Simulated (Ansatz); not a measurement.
## Structure optimisation: mercury, bcc

All numbers below come from Ansatz, DFT, r2SCAN, plane waves (500 eV) with PAW, scalar-relativistic. The PAW files were generated under PBE, with cores re-solved for the functional.

k-point mesh 12×12×12, Fermi-Dirac smearing 0.1 eV, no spin polarisation. Cell and atoms relax.

Starting structure:

```yaml
crystal:
  lattice:
    - [-1.7934065524, 1.7934065524, 1.7934065524]
    - [1.7934065524, -1.7934065524, 1.7934065524]
    - [1.7934065524, 1.7934065524, -1.7934065524]
  atoms:
    - { symbol: Hg, position: [0.0, 0.0, 0.0] }
hamiltonian:
  xc: r2scan
  pseudopotentials:
    kind: paw
    azcp:
      Hg: "pseudopotentials/Hg.paw.azcp"
basis:
  ecutwfc: 500
  fft_grid_basis: typed
kpoints:
  mp_grid: { grid: [12, 12, 12], shift: [0, 0, 0] }
magnetization:
  spin_polarized: false
scf:
  occupations: { method: fermi_dirac, width: 0.1 }
relax:
  max_steps: 60
  f_tol: 0.01
  cell: {}
```

**Question.** The pressure at the start is 5.1 GPa. By how much does the volume change?

**Answer.** From 23.07 to 26.65 Å³ per atom, 15.5 %. The final cell has a = 3.763 Å.

**Question.** How much energy does the relaxation gain?

**Answer.** 45.6 meV per atom.
